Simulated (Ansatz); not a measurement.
Relaxed Te (trigonal-Te type, space group P3_121):

```yaml
crystal:
  lattice:
    - [4.52090, 0.00000, 0.00000]
    - [-2.26045, 3.91521, 0.00000]
    - [0.00000, 0.00000, 5.95427]
  atoms:
    - { symbol: Te, position: [0.26811, 0.00000, 0.33333] }
    - { symbol: Te, position: [0.00000, 0.26811, 0.66667] }
    - { symbol: Te, position: [0.73189, 0.73189, 0.00000] }
```

Scan: atom 2 (Te, nearest neighbour Te at 2.889 Å; its periodic images, 4.5 Å or more away, move with it) is displaced towards the nearest neighbour, direction (0.629, -0.363, -0.687) in Cartesian axes, by s. The other atoms stay.

Computed with PBE (plane waves to 420 eV, PAW, scalar-relativistic; Ansatz, a quantum-chemistry and plane-wave program). k mesh 7×7×5 (Γ-centred), Fermi-Dirac smearing 0.05 eV. Energies are smeared free energies. Left out: 1 of 11 points, with atoms too close for the PAW data. As the smearing reaches across the gap at some points, energies and forces of such displacements shift with the k mesh and the smearing. Spin-orbit coupling is left out, though Te is heavy. Te was relaxed with its symmetry unable to fall. ΔE is measured from the undisplaced structure. The last digit holds for this mesh only.

```tsv
s (Å)	ΔE (meV/cell)
-0.870	705.7
-0.696	436.5
-0.522	270.6
-0.348	148.1
-0.174	49.1
0.000	0.0
0.174	80.2
0.348	withheld
0.522	1227.1
0.696	2938.0
```

Problem. Fit a polynomial form (powers 2, 3, 4) to the given rows and predict ΔE at s = 0.348.

Solution. Least squares on the 9 given rows: ΔE = (2117)·s² + (3692)·s³ + (2704)·s⁴, in meV/cell with s in Å; root-mean-square residual 29.65 meV/cell. At 0.348 the fit gives 451.6 meV/cell; the calculation gives 414.4 meV/cell, so the interpolation is off by 37.2 (+9.0 %). The quadratic term alone would give 256.4 meV/cell.

(A displaced cell: forces are minus the slopes of the energy, force constants its curvatures, and phonons follow from these.)
